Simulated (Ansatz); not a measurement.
One crystal and one scan (energy against volume) at two levels, PBE (plane waves to 420 eV, PAW, scalar-relativistic; Ansatz, a first-principles code) and r2SCAN (plane waves to 500 eV, PAW, scalar-relativistic; Ansatz), each from its own relaxed cell and on its own mesh.

The crystal is KBr (rock salt); the cell is scaled evenly about its relaxed volume V₀.

E stands for the smeared free energy. KBr was relaxed with its symmetry unable to fall.

```json
[
 {"quantity": "Lattice constant a (Å)", "run 1": "6.705", "run 2": "6.609"},
 {"quantity": "Band gap of the relaxed cell, no spin-orbit coupling (eV)", "run 1": "4.31", "run 2": "5.07"},
 {"quantity": "Bulk modulus B₀ (third-order Birch-Murnaghan fit) (GPa)", "run 1": "13.5", "run 2": "15.9"}
]
```

**Question.** Which run is which level?

**Answer.** Run 1 is PBE, run 2 is r2SCAN. PBE gives the higher value for: lattice constant a. PBE gives the lower value for: band gap of the relaxed cell, no spin-orbit coupling; bulk modulus B₀. For the lattice constant a the reference is 6.541 Å (measured at or taken to low temperature; as given in Klaus Doll, Hermann Stoll, Physical review. B, Condensed matter (1998), arXiv:cond-mat/9801031): r2SCAN lies nearer.  Neither level is exact: the differences show how much the result hangs on the functional.

(Under strain, the slope of the energy per volume gives the stress and its curvature an elastic modulus.)
